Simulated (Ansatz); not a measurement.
ZrAl in space group Cmcm (No. 63; Zr on 4c, Al on 4c), DFT-LDA in the program Ansatz with PAW potentials, all energies at zero smearing, with the estimated change up to a 700 eV cutoff added, with one set of potentials and settings (totals compare only within such a set). Cell of 4 atoms (2 Zr, 2 Al): -9182.561 eV.

```csv
element,reference phase,E (eV/atom)
Zr,"P6/mmm, 3 atoms in the cell",-4077.4793
Al,"Fm-3m, 1 atoms in the cell",-512.8755
```

Formation energy per atom, worked out: (-9182.561 − 2×(-4077.4793) − 2×(-512.8755))/4 = -0.463 eV/atom (-45 kJ per mol of atoms), at 0 K, without zero-point energy or fitted corrections.

The workflow started from a Materials Project entry (that database holds measured and hypothetical structures alike); the Crystallography Open Database copy checked does not list it. Its standing as an ambient phase is unchecked. The LDA relaxation kept the symmetry of its start; its stability against distortions is not shown here. No spin polarisation was allowed. The references are the lowest solids computed at this level, not always the standard phases.

Potentials: the later of the program's two PAW sets.
